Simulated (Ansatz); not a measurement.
# Property card for Mg$_{2}$P$_{2}$O$_{7}$

Mg₂P₂O₇:
```
Mg2P2O7
1.0
    3.23117     4.14411     0.00000
   -3.23117     4.14411     0.00000
   -1.06424     0.00000     4.37946
Mg P O
2 2 7
Direct
  0.31211   0.31211   0.50000
  0.68789   0.68789   0.50000
  0.78015   0.21985   0.09345
  0.21985   0.78015   0.90655
  0.62119   0.07409   0.27970
  0.37881   0.92591   0.72030
  0.07409   0.62119   0.72030
  0.92591   0.37881   0.27970
  0.00000   0.00000   0.00000
  0.61891   0.38109   0.78690
  0.38109   0.61891   0.21310
```

Space group C2/m (No. 12); conventional cell a = 6.4623 Å, b = 8.2882 Å, c = 4.5069 Å, α = 90.00°, β = 103.66°, γ = 90.00°.

Method: plane-wave PAW r²SCAN (Ansatz code). Geometry: relaxed at this level of theory. Other levels are named where they apply.

**Cell and energy**

```yaml
volume_per_atom: 10.66 Å³
density: 3.15 g/cm³
Formation energy from the elements (no fitted shifts): -2.74 eV/atom
```

**Electronic structure**

```yaml
band_gap: 6.33 eV (indirect)
valence_band_maximum: at A (k = 0.000, 0.000, 0.500 in fractions of the reciprocal vectors)
conduction_band_minimum: at Γ
smallest_direct_gap_on_the_standard_path: 6.58 eV
electron_effective_mass: 0.45, 0.45, 0.49 mₑ (principal values)
hole_effective_mass: 1.5, 1.8, 7.8 mₑ (principal values)
HSE06 gap on the r²SCAN cell: 7.49 eV
```

**Mechanics**

```yaml
Bulk modulus (Birch–Murnaghan fit): 126 GPa
Pressure derivative B′: 5.0
```

**Charges**

```yaml
bader_charges: Mg +1.79, P +3.92, O -1.65 to -1.62 e
```

The first step of the workflow began from a Materials Project structure, measured or hypothetical; the Crystallography Open Database files this formula in space group No. 12, but the cells were not matched. Whether it is the stable phase at ambient conditions was not checked. The r²SCAN relaxation kept the symmetry of its start; whether a distortion lowers the energy is not shown. The references are the lowest solids computed at this level, not always the standard phases (solids in place of the gases).

Potentials: the later of the program's two PAW sets.
